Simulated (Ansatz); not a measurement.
B (bcc (W type), space group No. 229) under volume change, r²SCAN (plane waves, PAW; program Ansatz), scaled uniformly.

```csv
V (Å³/atom),E − E(relaxed) (meV/atom),P (GPa)
5.491,44.3,28.06
5.672,18.7,17.38
5.853,4.5,8.10
6.034,0.0,0.00
6.215,4.0,-6.90
6.396,15.1,-12.53
6.577,31.8,-16.77
```

### Question
What does a third-order Birch–Murnaghan fit give for V₀, B₀ and B′?

### Answer
V₀ = 6.03 Å³/atom, B₀ = 241 GPa, B′ = 4.6.

Space group Im-3m (bcc (W type)). The cell is a constructed one: a structure type filled with these elements; neither database checked (COD, Materials Project) lists it. It is not the phase usual at ambient conditions (space group No. 166). The r²SCAN relaxation kept the symmetry of its start. At this level the phase is mechanically unstable.

Potentials: the earlier of the program's two PAW sets.
